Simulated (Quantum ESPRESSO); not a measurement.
Space group P2₁/c (No. 14); a = 5.647 Å, b = 3.968 Å, c = 7.852 Å, α = γ = 90.00°, β = 112.62°

| atom | site | symmetry | x | y | z |
|---|---|---|---|---|---|
| H | 4e | 1 | 0.0664 | 0.3875 | 0.2656 |
| O | 4e | 1 | 0.2074 | 0.2289 | 0.2874 |
| K | 4e | 1 | 0.2797 | 0.7464 | 0.0652 |

The geometry is that of Materials Project entry mp-642817, symmetrised and not relaxed again.

What does norm-conserving PBEsol (Quantum ESPRESSO, 84 Ry, scalar-relativistic) give for the electronic structure near the Fermi level?

The PBEsol gap is 3.86 eV and nearly direct: the edges lie at C and Γ, the smallest direct gap within 0.02 eV of it. Another valence extremum on the path lies within 0.02 eV, too close to call.
